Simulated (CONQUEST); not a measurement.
Band structure of Si (Fd-3m, 8 atoms in the cell; from Materials Project mp-149, lattice scaled a little).

```
Si
1.0
    5.35334     0.00000     0.00000
    0.00000     5.35334     0.00000
    0.00000     0.00000     5.35334
Si
8
Direct
  0.25000   0.75000   0.25000
  0.00000   0.00000   0.50000
  0.25000   0.25000   0.75000
  0.00000   0.50000   0.00000
  0.75000   0.75000   0.75000
  0.50000   0.00000   0.00000
  0.75000   0.25000   0.25000
  0.50000   0.50000   0.50000
```

Method: PBE, numerical atomic orbitals double-zeta with polarisation (the shipped basis), PseudoDojo norm-conserving potentials made for PBE run with CONQUEST.

Settings: basis = DZP; Diag.MPMeshX, Y, Z = 3 3 3; potentials = PseudoDojo norm-conserving PBE; Grid.GridCutoff = 70 Ha; DM.SolutionMethod = diagon; Diag.SmearingType = 1; Diag.kT = 0.000367 Ha; Diag.GammaCentred = true; Diag.MPOrder = 0; minE.SCTolerance = 1.0e-07; SC.MaxIters = 100; SC.LinearMixingFactor = 0.3; AtomMove.TypeOfRun = static.

The program uses no crystal symmetry, so grid and mesh can part values that symmetry would make equal. The atom-centred basis is finite, which shifts total energies and pressures against plane waves. The structure comes from a collection of computed structures, made at another level of theory; the collection holds predicted forms beside known ones. Its lattice was then scaled.

Problem. Predict the gap along the standard path.

Solution. The gap along the path of this cell's zone is 0.45 eV.

Points are given in units of this cell's reciprocal vectors. Levels in eV from the top of the valence band on the path, bands 13 to 17:
```csv
point,13,14,15,16,17
Γ (0 0 0),-3.00,0.00,0.00,0.00,0.58
X (0 0.5 0),-1.99,-1.99,-1.99,-1.99,1.05
M (0.5 0.5 0),-1.40,-1.40,-1.40,-1.40,2.45
R (0.5 0.5 0.5),-1.26,-1.26,-1.26,-1.26,1.67
```

Higher empty bands are left out: an atom-centred basis made for the valence describes them poorly.

The labels belong to the zone of the cell as typed, which is larger than the primitive one, so the bands are folded: a gap that looks direct here can be indirect in the primitive zone.
